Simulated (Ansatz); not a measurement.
Rough cost of magnetic runs on NiSb (P63/mmc) in Ansatz 0.2.0, 2 threads of Arm Neoverse V1, on a shared host.

```xyz
4
Lattice="3.9280 0.0000 0.0000 -1.9640 3.4017 0.0000 0.0000 0.0000 5.1200" Properties=species:S:1:pos:R:3 pbc="T T T"
Ni    0.0000    0.0000    0.0000
Ni    0.0000    0.0000    2.5600
Sb    0.0000    2.2678    1.2800
Sb    1.9640    1.1339    3.8400
```

```csv
run,"functional, mesh",k points solved,bands,iterations,wall time (s),peak memory (GiB)
PAW: total moment held at 2 μB,"PBE, 10×10×7",56,41,12,16,0.51
PAW: total moment held at 0 μB,"PBE, 10×10×7",56,40,12,11,0.49
PAW: free moments from the typed start,"PBE, 10×10×7",56,42,16,25,0.51
AE-PAW: total moment held at 1 μB,"PBE, 10×10×7",56,41,13,34,1.2
PAW: no spin polarisation,"PBE, 10×10×7",56,40,6,5.6,0.42
PAW: total moment held at 1 μB,"PBE, 10×10×7",56,41,12,15,0.5
LAPW: free moments,"PBE, 10×10×7",56,51,19,130,1
PAW: total moment held at 1.5 μB,"PBE, 10×10×7",56,41,12,16,0.5
PAW: total moment held at 0.2 μB,"PBE, 10×10×7",56,40,13,14,0.5
```

Task: Roughly how much dearer is an iteration by LAPW than by PAW among the runs with the first row's mesh and spin treatment (collinear)?

Result: About 5 times (medians of wall time over iterations; times from a shared host are rough).
